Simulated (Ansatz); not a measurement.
CuI (wurtzite, space group No. 186), plane-wave PAW r²SCAN (Ansatz code). The conduction-band minimum lies at Γ, with 1 equivalent valley. Second derivatives d²E/dk² of the lowest band at one valley (eV·Å²), along Cartesian directions:

```csv
direction,d²E/dk²
[100],39.51
[010],39.51
[001],46.39
[110],39.51
[101],42.96
[011],42.96
```

Task: Find the principal effective masses, the density-of-states mass and the conductivity mass.

Result: Off-diagonal terms follow from H_xy = H[110] − (H_xx + H_yy)/2, and m*/mₑ = 7.620 eV·Å² over each eigenvalue: 0.16, 0.19, 0.19. One valley's DOS mass (m₁m₂m₃)^(1/3) = 0.18, conductivity mass 3/(Σ 1/mᵢ) = 0.18 mₑ.

Task: What effective density of states Nc follows at 300 K for parabolic valleys?

Result: Nc = 2.509e19 × 1 × (0.18)^(3/2) ≈ 1.9e18 cm⁻³.

Space group P6_3mc (wurtzite). The first step of the workflow began from a Materials Project structure, measured or hypothetical; the Crystallography Open Database files this formula in space group No. 186, but the cells were not matched. It is not the phase usual at ambient conditions (space group No. 216). The cell was relaxed with r²SCAN under the symmetry of its start; whether a distortion lowers the energy is not shown. No spin polarisation was allowed. Scalar-relativistic: spin–orbit coupling is off unless named, which matters more the heavier the elements.

Potentials: the later of the program's two PAW sets.

Edges and masses are those of Kohn–Sham bands, whose gap is no quasiparticle gap.
